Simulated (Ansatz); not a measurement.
Ga₄As₃P, ordered on the zincblende lattice (P-4m2) with 8 atoms a cell at its r2SCAN geometry, run in the PAW code Ansatz at 2 levels of theory. Non-magnetic throughout. Whether this structure exists isn't addressed.

The PBE+SOC input:
```yaml
crystal:
  lattice:
    - [3.970626732, 0.0, 0.0]
    - [0.0, 3.970626732, 0.0]
    - [0.0, 0.0, 11.2099046173]
  atoms:
    - { symbol: P, position: [0.0, 0.0, 0.0] }
    - { symbol: Ga, position: [0.0, 0.5, 0.8814179681] }
    - { symbol: As, position: [0.5, 0.5, 0.7542327629] }
    - { symbol: Ga, position: [0.5, 0.0, 0.6272124747] }
    - { symbol: As, position: [0.0, 0.0, 0.5] }
    - { symbol: Ga, position: [0.0, 0.5, 0.3727875253] }
    - { symbol: As, position: [0.5, 0.5, 0.2457672371] }
    - { symbol: Ga, position: [0.5, 0.0, 0.1185820319] }
kpoints:
  mp_grid: { grid: [6, 6, 2] }
  band_path:
    path:
      - [0.0, 0.0, 0.0]
      - [0.0, 0.5, 0.0]
      - [0.5, 0.5, 0.0]
      - [0.0, 0.0, 0.5]
      - [0.0, 0.5, 0.5]
      - [0.5, 0.5, 0.5]
    npoints: 1
hamiltonian:
  xc: pbe
scf:
  occupations: { method: fermi_dirac, width: 0.02 }
  n_extra_bands: 12
magnetization:
  noncollinear: true
  spin_orbit: true
output:
  forces: true
  stress: true
  eigenvalues: true
  write_density: true
  write_potential: true
  elf: true
  volumetric_format: npy
```

Main results, then, where recorded, the levels near the gap in eV from the Fermi energy (columns number the bands from 0), one row a point of the path (Γ, X, M, Z, R, A):
```
Crystal: 8 atoms, lattice volume = 176.734 Å³
Symmetry: 8 space group operations + 8 with time reversal
Magnetic group: BNS 115.284 (UNI 944)
```
```
Basis set: ecut = 420 eV, 3413 PW (Γ)
Bands: 114, of which v1, the nominal top of the filled ones, is band 102 counted from 1 (101 counted from 0)
k-points: 20 of 72
Free energy (F): -30459.707180 eV
Fermi energy:    8.329106 eV
--- Forces (eV/Å), atoms counted from 1 ---
  atom   1  P       0.00000      0.00000      0.00000
  atom   2  Ga      0.00000      0.00000      0.05372
  atom   3  As      0.00000      0.00000      0.00496
  atom   4  Ga      0.00000      0.00000      0.00190
  atom   5  As      0.00000      0.00000      0.00000
  atom   6  Ga      0.00000      0.00000    -0.00190
  atom   7  As      0.00000      0.00000    -0.00496
  atom   8  Ga      0.00000      0.00000    -0.05372
--- Stress (GPa, compression-positive) ---
        2.700052       0.000000       0.000000
        0.000000       2.700052       0.000000
        0.000000       0.000000       2.661430
  P = ⅓ Tr σ = 2.6872 GPa (26.872 kbar)
```
```tsv
band_94	band_95	band_96	band_97	band_98	band_99	band_100	band_101	band_102	band_103	band_104	band_105	band_106	band_107
-1.959	-1.959	-0.630	-0.630	-0.359	-0.359	-0.340	-0.340	0.334	0.334	1.055	1.055	1.096	1.096
-1.606	-1.606	-1.538	-1.538	-1.439	-1.439	-1.393	-1.393	0.687	0.687	0.692	0.692	2.229	2.229
-3.165	-3.165	-3.142	-3.142	-3.089	-3.089	-3.034	-3.034	0.952	0.952	1.193	1.193	1.255	1.255
-1.246	-1.246	-1.141	-1.141	-1.063	-1.063	-0.908	-0.908	0.944	0.944	1.073	1.073	1.827	1.827
-2.054	-2.054	-1.501	-1.501	-1.481	-1.481	-1.479	-1.479	1.596	1.596	1.773	1.773	1.804	1.804
-3.515	-3.515	-3.482	-3.482	-3.432	-3.432	-3.399	-3.399	1.997	1.997	2.142	2.142	2.195	2.195
```

With PBE+SOC the gap is 0.67 eV and direct, at Γ.

**Question.** Another run on the same cell gave
```
Basis set: ecut = 500 eV, 4481 PW (Γ)
Bands: 57, of which v1, the nominal top of the filled ones, is band 51 counted from 1 (50 counted from 0)
k-points: 20 of 72
Free energy (F): -30517.684977 eV
Fermi energy:    7.662222 eV
--- Forces (eV/Å), atoms counted from 1 ---
  atom   1  P       0.00000      0.00000      0.00000
  atom   2  Ga      0.00000      0.00000    -0.00049
  atom   3  As      0.00000      0.00000      0.00103
  atom   4  Ga      0.00000      0.00000      0.00077
  atom   5  As      0.00000      0.00000      0.00000
  atom   6  Ga      0.00000      0.00000    -0.00077
  atom   7  As      0.00000      0.00000    -0.00103
  atom   8  Ga      0.00000      0.00000      0.00049
--- Stress (GPa, compression-positive) ---
       -0.005568       0.000000       0.000000
        0.000000      -0.005568       0.000000
        0.000000       0.000000      -0.004445
  P = ⅓ Tr σ = -0.0052 GPa (-0.052 kbar)
```
```tsv
band_47	band_48	band_49	band_50	band_51	band_52	band_53
-1.635	-0.019	0.000	0.000	1.269	1.773	1.801
-1.177	-1.147	-1.087	-1.054	1.492	1.493	3.019
-2.826	-2.775	-2.775	-2.724	1.664	1.917	1.981
-0.779	-0.779	-0.570	-0.570	1.648	1.784	2.591
-1.678	-1.113	-1.090	-1.090	2.378	2.586	2.594
-3.205	-3.183	-3.095	-3.076	2.729	2.895	2.945
```
Which level of theory and mesh gave it?

**Answer.** It is r2SCAN, on 6×6×2; the blocks that differ from the first input, but for the band path:
```yaml
hamiltonian:
  xc: r2scan
scf:
  occupations: { method: fixed }
  n_extra_bands: 6
```
(magnetization left out)
The r2SCAN gap is direct at Γ: 1.27 eV. The mean stress is close to zero (-0.01 GPa).

Totals of different functionals, or with and without spin-orbit coupling, can't be compared.

Only the levels marked +SOC include spin-orbit coupling.
